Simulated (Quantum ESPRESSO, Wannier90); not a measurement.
**Wannier functions of Bi2Te3 (R-3m)**

Structure: Materials Project mp-34202, symmetrised, not relaxed again. COD (Crystallography Open Database) has an entry of this formula and space group (matched by these alone). Computed values, not measurements, from LDA: Quantum ESPRESSO (norm-conserving PseudoDojo potentials, cutoff 66 Ry, no spin polarisation, no spin-orbit coupling) on a Γ-centred 6×6×6 mesh, then Wannier90. Density: 8×8×8 mesh, Gaussian smearing 0.01 Ry. Spin-orbit coupling is left out although heavy elements are present.

On the energy scale of pw.x, whose zero is arbitrary, the valence-band maximum lies at 7.86 eV.

Input w.win:

```
num_bands = 10
num_wann = 10
exclude_bands = 1-15,26-56
num_iter = 800
conv_tol = 1.0e-6
conv_window = 4
write_hr = true
write_u_matrices = true
auto_projections = true
begin unit_cell_cart
ang
   -2.2090650396    3.8262128858    0.0000000000
   -4.4181300791    0.0000000000    0.0000000000
   -2.2090650396    1.2754042953   10.7524330000
end unit_cell_cart
begin atoms_frac
Bi   0.3968300000  0.3968300000 -0.1904900000
Bi  -0.3968300000 -0.3968300000  0.1904900000
Te   0.2168070000  0.2168070000  0.3495790000
Te  -0.2168070000 -0.2168070000 -0.3495790000
Te   0.0000000000  0.0000000000  0.0000000000
end atoms_frac
mp_grid = 6 6 6
begin kpoints
0.0000000000 0.0000000000 0.0000000000
0.0000000000 0.0000000000 0.1666666667
0.0000000000 0.0000000000 0.3333333333
... (213 more lines: the 6x6x6 mesh through Gamma)
end kpoints
```

Input of pw2wannier90.x that gives the overlap and projection files (equivalent; here they were cut from one run over all bands):

```
&inputpp
  outdir = './out'
  prefix = 'pwscf'
  seedname = 'w'
  write_amn = .true.
  write_mmn = .true.
  atom_proj = .true.
  atom_proj_exclude = 6 7 8 9 15 16 17 18 19 20 21 22 23 24 25 26 27 28 29 30 31 32 33 34 35 36 37 38 39 40 41 42 43 44 45
/
```

Output w.wout (banner and timings cut):

```
                                    ------
                                    SYSTEM
                                    ------

                              Lattice Vectors (Ang)
                    a_1    -2.209065   3.826213   0.000000
                    a_2    -4.418130   0.000000   0.000000
                    a_3    -2.209065   1.275404  10.752433

                   Unit Cell Volume:     181.76672  (Ang^3)

                        Reciprocal-Space Vectors (Ang^-1)
                    b_1     0.000000   1.642142  -0.194783
                    b_2    -1.422137  -0.821071  -0.194783
                    b_3     0.000000   0.000000   0.584350

 *----------------------------------------------------------------------------*
 |   Site       Fractional Coordinate          Cartesian Coordinate (Ang)     |
 +----------------------------------------------------------------------------+
 | bi   1   0.39683   0.39683  -0.19049   |   -2.20907   1.27540  -2.04823    |
 | bi   2  -0.39683  -0.39683   0.19049   |    2.20907  -1.27540   2.04823    |
 | te   1   0.21681   0.21681   0.34958   |   -2.20907   1.27540   3.75882    |
 | te   2  -0.21681  -0.21681  -0.34958   |    2.20907  -1.27540  -3.75882    |
 | te   3   0.00000   0.00000   0.00000   |   -0.00000   0.00000   0.00000    |
 *----------------------------------------------------------------------------*
                                ------------
                                K-POINT GRID
                                ------------

             Grid size =  6 x  6 x  6      Total points =  216

 *---------------------------------- MAIN ------------------------------------*
 |  Number of Wannier Functions               :                10             |
 |  Number of Objective Wannier Functions     :                10             |
 |  Number of input Bloch states              :                10             |
 |  Output verbosity (1=low, 5=high)          :                 1             |
 |  Timing Level (1=low, 5=high)              :                 1             |
 |  Optimisation (0=memory, 3=speed)          :                 3             |
 |  Length Unit                               :               Ang             |
 |  Post-processing setup (write *.nnkp)      :                 F             |
 |  Using Gamma-only branch of algorithms     :                 F             |
 *----------------------------------------------------------------------------*
 *------------------------------- WANNIERISE ---------------------------------*
 |  Total number of iterations                :               800             |
 |  Number of CG steps before reset           :                 5             |
 |  Trial step length for line search         :             2.000             |
 |  Convergence tolerence                     :         0.100E-05             |
 |  Convergence window                        :                 4             |
 |  Iterations between writing output         :                 1             |
 |  Iterations between backing up to disk     :               100             |
 |  Write r^2_nm to file                      :                 F             |
 |  Write xyz WF centres to file              :                 F             |
 |  Write on-site energies <0n|H|0n> to file  :                 F             |
 |  Use guiding centre to control phases      :                 F             |
 |  Use phases for initial projections        :                 F             |
 *----------------------------------------------------------------------------*
 *-------------------------------- PLOTTING ----------------------------------*
 |  Plotting Hamiltonian in WF basis          :                 T             |
 *----------------------------------------------------------------------------*

 *---------------------------------- K-MESH ----------------------------------*
 +----------------------------------------------------------------------------+
 |                    Distance to Nearest-Neighbour Shells                    |
 |                    ------------------------------------                    |
 |          Shell             Distance (Ang^-1)          Multiplicity         |
 |          -----             -----------------          ------------         |
 |             1                   0.097392                      2            |
 |             2                   0.194783                      2            |
 |             3                   0.275609                      6            |
 |             4                   0.281286                      6            |
 |             5                   0.292175                      2            |
 |             6                   0.302934                      6            |
 |             7                   0.318204                      6            |
 |             8                   0.355735                      6            |
       ... (lines left out)
 +----------------------------------------------------------------------------+
 | The b-vectors are chosen automatically                                     |
 | The following shells are used:                       1,  3                 |
 +----------------------------------------------------------------------------+
 |                        Shell   # Nearest-Neighbours                        |
 |                        -----   --------------------                        |
 |                          1               2                                 |
 |                          2               6                                 |
 +----------------------------------------------------------------------------+
 | Completeness relation is fully satisfied [Eq. (B1), PRB 56, 12847 (1997)]  |
 +----------------------------------------------------------------------------+
 |                  b_k Vectors (Ang^-1) and Weights (Ang^2)                  |
 |                  ----------------------------------------                  |
 |            No.         b_k(x)      b_k(y)      b_k(z)        w_b           |
 |            ---        --------------------------------     --------        |
 |             1         0.000000    0.000000    0.097392    51.230702        |
 |             2         0.000000    0.000000   -0.097392    51.230702        |
 |             3        -0.237023   -0.136845   -0.032464     4.449998        |
 |             4         0.000000    0.273690   -0.032464     4.449998        |
 |             5        -0.237023    0.136845    0.032464     4.449998        |
 |             6         0.237023    0.136845    0.032464     4.449998        |
 |             7         0.000000   -0.273690    0.032464     4.449998        |
 |             8         0.237023   -0.136845   -0.032464     4.449998        |
 +----------------------------------------------------------------------------+
 |                           b_k Directions (Ang^-1)                          |
 |                           -----------------------                          |
 |            No.           x           y           z                         |
 |            ---        --------------------------------                     |
 |             1         0.000000    0.000000    0.097392                     |
 |             2        -0.237023   -0.136845   -0.032464                     |
 |             3         0.000000    0.273690   -0.032464                     |
 |             4        -0.237023    0.136845    0.032464                     |
 +----------------------------------------------------------------------------+

 Starting a new Wannier90 calculation ...

 Reading overlaps from w.mmn

 Reading projections from w.amn

 *------------------------------- WANNIERISE ---------------------------------*
 +--------------------------------------------------------------------+<-- CONV
 | Iter  Delta Spread     RMS Gradient      Spread (Ang^2)            |<-- CONV
 +--------------------------------------------------------------------+<-- CONV

 ------------------------------------------------------------------------------
 Initial State
  WF centre and spread    1  ( -2.209065,  1.275404, -2.050792 )     0.50558810
  WF centre and spread    2  ( -2.209065,  1.275789, -2.051383 )     0.51048681
  WF centre and spread    3  ( -2.209065,  1.275018, -2.051383 )     0.51048681
  WF centre and spread    4  ( -2.209065,  1.274747, -2.049269 )     0.50669666
  WF centre and spread    5  ( -2.209065,  1.276061, -2.049269 )     0.50669666
  WF centre and spread    6  (  2.209065, -1.275404,  2.050792 )     0.50558810
  WF centre and spread    7  (  2.209065, -1.275789,  2.051383 )     0.51048681
  WF centre and spread    8  (  2.209065, -1.275018,  2.051383 )     0.51048681
  WF centre and spread    9  (  2.209065, -1.274747,  2.049269 )     0.50669666
  WF centre and spread   10  (  2.209065, -1.276061,  2.049269 )     0.50669666
  Sum of centres and spreads ( -0.000000, -0.000000,  0.000000 )     5.07991010

      0     0.508E+01     0.0000000000        5.0799100580  <-- CONV
        O_D=      0.0000002 O_OD=      0.0015824 O_TOT=      5.0799101 <-- SPRD
 ------------------------------------------------------------------------------
      1    -0.749E-07     0.0001573955        5.0799099831  <-- CONV
        O_D=      0.0000002 O_OD=      0.0015823 O_TOT=      5.0799100 <-- SPRD
      2    -0.304E-09     0.0000180263        5.0799099828  <-- CONV
        O_D=      0.0000002 O_OD=      0.0015823 O_TOT=      5.0799100 <-- SPRD
      3    -0.439E-09     0.0000268102        5.0799099823  <-- CONV
        O_D=      0.0000002 O_OD=      0.0015823 O_TOT=      5.0799100 <-- SPRD
      4    -0.249E-09     0.0000257267        5.0799099821  <-- CONV
        O_D=      0.0000002 O_OD=      0.0015823 O_TOT=      5.0799100 <-- SPRD
             <<<     Delta < 1.000E-06  over  4 iterations     >>>
             <<< Wannierisation convergence criteria satisfied >>>
 Final State
  WF centre and spread    1  ( -2.209065,  1.275404, -2.050792 )     0.50558815
  WF centre and spread    2  ( -2.209065,  1.275789, -2.051383 )     0.51048675
  WF centre and spread    3  ( -2.209065,  1.275018, -2.051383 )     0.51048675
  WF centre and spread    4  ( -2.209065,  1.274747, -2.049269 )     0.50669668
  WF centre and spread    5  ( -2.209065,  1.276061, -2.049269 )     0.50669668
  WF centre and spread    6  (  2.209065, -1.275404,  2.050792 )     0.50558815
  WF centre and spread    7  (  2.209065, -1.275789,  2.051383 )     0.51048675
  WF centre and spread    8  (  2.209065, -1.275018,  2.051383 )     0.51048675
  WF centre and spread    9  (  2.209065, -1.274747,  2.049269 )     0.50669668
  WF centre and spread   10  (  2.209065, -1.276061,  2.049269 )     0.50669668
  Sum of centres and spreads ( -0.000000, -0.000000,  0.000000 )     5.07991002

         Spreads (Ang^2)       Omega I      =     5.078327534
        ================       Omega D      =     0.000000159
                               Omega OD     =     0.001582289
    Final Spread (Ang^2)       Omega Total  =     5.079909982
```
